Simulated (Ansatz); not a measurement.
Stability checks on a candidate for TiW2

It was reached by relaxing an invented guess, and it needn't be the stable form of this composition.

Theory: DFT PBE, scalar-relativistic, plane waves, PAW in Ansatz 0.2.0. Settings of the last relaxation (3-atom cell): 420 eV, 20×20×20 k points, Gaussian smearing of 0.10 eV, no spin polarisation.

```cif
data_structure
_symmetry_space_group_name_H-M 'I4/mmm'
_symmetry_Int_Tables_number 139
_cell_length_a 3.1744
_cell_length_b 3.1744
_cell_length_c 9.5988
_cell_angle_alpha 90.000
_cell_angle_beta 90.000
_cell_angle_gamma 90.000
_cell_volume 96.72
loop_
_atom_site_label
_atom_site_type_symbol
_atom_site_symmetry_multiplicity
_atom_site_Wyckoff_symbol
_atom_site_fract_x
_atom_site_fract_y
_atom_site_fract_z
_atom_site_occupancy
Ti1 Ti 2 b 0.50000 0.50000 0.00000 1
W1 W 4 e 0.50000 0.50000 0.32758 1
```

Energies over the elements count from the elements' standard structures at the same level, with no fitted energy shifts.

Q: These tests were run: energy against the elements; random kick, then relaxation without symmetry; phonons at Γ. What do they show?

A:

```csv
test,result
energy against the elements,−0.05 eV/atom
"random kick, then relaxation without symmetry",returns
phonons at Γ,lowest optical mode 152 cm⁻¹
```

It fails none of these tests. Whether a mixture of other phases lies lower isn't tested here. Phonons away from Γ weren't computed.

Spin–orbit coupling, which can matter for W, is left out. The kick test ran on a coarse mesh. The run for the phonons used a 20×20×20 k mesh and Fermi–Dirac smearing of 0.15 eV.
